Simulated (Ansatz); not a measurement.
Input:

Ge (diamond)

```xyz
2
Lattice="0.0000 2.8373 2.8373 2.8373 0.0000 2.8373 2.8373 2.8373 0.0000" Properties=species:S:1:pos:R:3 pbc="T T T"
Ge     0.0000     0.0000     0.0000
Ge     1.4186     1.4186     1.4186
```

In each cell atom 1 (Ge, nearest neighbour Ge at 2.457 Å; its periodic images, 4.0 Å or more away, move with it) moves by s·(0.577, 0.577, 0.577) (along Cartesian [111]), the rest being held.

Method: r2SCAN (plane waves to 500 eV, PAW, scalar-relativistic; Ansatz, a quantum-chemistry and plane-wave program). k mesh 8×8×8 (Γ-centred), Fermi-Dirac smearing 0.05 eV. Energies are smeared free energies. As the smearing reaches across the gap at some points, energies and forces of such displacements shift with the k mesh and the smearing. Ge was relaxed with its symmetry unable to fall. The zero of ΔE is the undisplaced structure.

The scan covers s from -0.490 to 0.490 Å in 11 points.

Question: Is this a single well or a double well?

Answer: A single well with its minimum at or next to zero displacement.

Question: Is the energy the same for displacements of ±0.490 Å, and if not, which side lies higher?

Answer: Not even: the positive side lies higher at ±0.490 Å. With its periodic images moving along, the atom's site symmetry in this cell is -43m.

Question: What force acts on the atom along the line at s = -0.490 Å?

Answer: 1.99 eV/Å.

Question: What is the energy change at s = 0.490 Å?

Answer: 2114 meV/cell.

Question: What is the force constant k = d²E/ds² of this move at s = 0?

Answer: 11.6 eV/Å².

(A displaced cell: forces are minus the slopes of the energy, force constants its curvatures, and phonons follow from these.)
